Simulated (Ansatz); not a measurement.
CdS:
```cif
data_Cd4S4
_chemical_formula_sum 'S4 Cd4'
_space_group_name_H-M_alt 'F-43m'
_space_group_IT_number 216
_space_group_name_Hall 'F -4 2 3'
_cell_length_a 5.92662
_cell_length_b 5.92662
_cell_length_c 5.92662
_cell_angle_alpha 90.000
_cell_angle_beta 90.000
_cell_angle_gamma 90.000
loop_
_atom_site_label
_atom_site_type_symbol
_atom_site_symmetry_multiplicity
_atom_site_Wyckoff_symbol
_atom_site_fract_x
_atom_site_fract_y
_atom_site_fract_z
_atom_site_occupancy
S1 S 4 c 0.25000 0.25000 0.25000 1
Cd1 Cd 4 a 0.00000 0.00000 0.00000 1
```
(The calculation used a cell of 2 atoms; values per cell refer to that cell.)

Relaxed with PBE.

Q: Give the optical modes at the zone centre with their infrared and Raman activity from DFPT, DFT-PBE in the program Ansatz with PAW potentials.

A: Transverse frequencies, without the LO–TO term; a row sums one degenerate level.

```csv
ω (cm⁻¹),degeneracy,IR ((D/Å)²/amu),Raman (Å⁴/amu),activity,symmetry
216,3,13.81,30,IR+Raman,T2
```

Q: How high does the top mode go among those that the LO–TO term moves?

A: 277 cm⁻¹ for q along x.

The cell was relaxed with PBE under the symmetry of its start; phonons on a q-mesh show no instability.

Potentials: the later of the program's two PAW sets.
